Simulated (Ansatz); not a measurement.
SiMo$_{2}$C:
```
SiMo2C
1.0
    3.10633     0.00000     0.00000
   -1.55316     2.69016     0.00000
    0.00000     0.00000    12.26109
Si Mo C
2 4 2
Direct
  0.66667   0.33333   0.25000
  0.33333   0.66667   0.75000
  0.66667   0.33333   0.90653
  0.33333   0.66667   0.09347
  0.33333   0.66667   0.40653
  0.66667   0.33333   0.59347
  0.00000   0.00000   0.00000
  0.00000   0.00000   0.50000
```

Relaxed with r²SCAN. Special points in fractions of this cell's reciprocal vectors: Γ (0.000, 0.000, 0.000); M (0.500, 0.000, 0.000); K (0.333, 0.333, 0.000); A (0.000, 0.000, 0.500); L (0.500, 0.000, 0.500); H (0.333, 0.333, 0.500).

List the band energies nearest the Fermi level at these points for r²SCAN with spin–orbit coupling (plane waves, PAW; program Ansatz).

In eV from the Fermi level; about four levels below and three above (degenerate sets whole), none deeper than 8.9 eV; points with the same levels are listed once.

```json
[
 {"k": "Γ", "below": "-0.72 -0.72 -0.68 -0.68", "above": "0.43 0.43 0.44 0.44"},
 {"k": "M", "below": "-3.33 -3.33 -1.12 -1.12", "above": "0.22 0.22 0.41 0.41"},
 {"k": "K", "below": "-0.57 -0.57 -0.47 -0.47", "above": "0.34 0.34 0.35 0.35"},
 {"k": "A", "below": "-0.91 -0.91 -0.91 -0.91", "above": "0.63 0.63 0.63 0.63"},
 {"k": "L", "below": "-0.68 -0.68 -0.68 -0.68", "above": "0.69 0.69 0.69 0.69"},
 {"k": "H", "below": "-0.66 -0.66 -0.58 -0.58", "above": "0.73 0.73 0.75 0.75"}
]
```

Space group P6_3/mmc. The start of the workflow was typed in or built on a structure type; neither database checked (COD, Materials Project) lists it. Whether it is the stable phase at ambient conditions was not checked. The r²SCAN relaxation kept the symmetry of its start; whether a distortion lowers the energy is not shown. No spin polarisation was allowed.

Potentials: the earlier of the program's two PAW sets.
